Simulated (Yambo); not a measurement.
BSE-type run in Yambo on MgS (wurtzite, space group P6_3mc, No. 186), at zero momentum.

Quantum ESPRESSO step (LDA, PseudoDojo standard norm-conserving files, scalar-relativistic):
```
&CONTROL
  calculation = 'nscf'
  pseudo_dir = './pseudo'
  outdir = './out'
/
&SYSTEM
  ibrav = 0
  nat = 4
  ntyp = 2
  ecutwfc = 84.0
  ecutrho = 336.0
  occupations = 'fixed'
  force_symmorphic = .true.
  nbnd = 53
/
&ELECTRONS
  conv_thr = 4e-09
  diago_full_acc = .true.
  diago_thr_init = 1e-08
/
ATOMIC_SPECIES
Mg 24.3050 Mg.upf
S 32.0600 S.upf
CELL_PARAMETERS angstrom
  3.988399884935   0.000000000000   0.000000000000
 -1.994199942468   3.454055620805   0.000000000000
  0.000000000000   0.000000000000   6.356806752000
ATOMIC_POSITIONS crystal
Mg   0.666666667000   0.333333333000   0.496365223400
Mg   0.333333333667   0.666666666333   0.996365223400
S   0.333333333667   0.666666666333   0.378624776600
S   0.666666667000   0.333333333000   0.878624776600
K_POINTS automatic
9 9 6 0 0 0
```

Yambo input:
```
rim_cut
optics
bse
bss
dipoles
em1s
RandQpts= 1000000
RandGvec= 1 Ry
FFTGvecs= 40 Ry
Chimod= "HARTREE"
BSKmod= "SEX"
BSEmod= "resonant"
BSSmod= "hs"
BSENGexx= 15 Ry
BSENGBlk= 4 Ry
% KfnQP_E
 1.965 | 1.0 | 1.0 |
%
% BSEQptR
 1 | 1 |
%
% BSEBands
 11 | 20 |
%
% BEnRange
 0.0 | 10.7 | eV
%
% BDmRange
 0.15 | 0.15 | eV
%
BEnSteps= 214
% BLongDir
 1.0 | 0.0 | 0.0 |
%
BSHayTrs= -0.02
BSSNEig= 24
WRbsWF
% BndsRnXs
 9 | 49 |
%
NGsBlkXs= 4 Ry
% LongDrXs
 1.0 | 1.0 | 1.0 |
%
```

From the report:

The dimension is k points × valence × conduction bands = 486 × 6 × 4 = 11664.
```
   [SLEPC] Approach                          : Krylov-Schur
   [SLEPC] Number of requested eigenvalues   :  24
   [SLEPC] Number of eigenvalues        [NEV]:  24
    [K] Dimension                                    :  11664
    [K] Bands                                        :  11  20
    [K] Exchange res                                 : yes
    [K] Correlation res                              : yes
    [K] W interaction is bare                        : no
    [K] RL vectors exchange                          :   591
    [K] RL vectors correlation                       :   99
    [W] Matrix size                                  :   99
    [W] Bands                                        :    9   49
    [W] Coulomb Cutoff                               : none
    [W] Hxc Kernel                                   : HARTREE
```

Geometry relaxed with LDA.

This is not the ordinary phase of the substance; no match was found in the copy of COD used, and its stability was not checked.
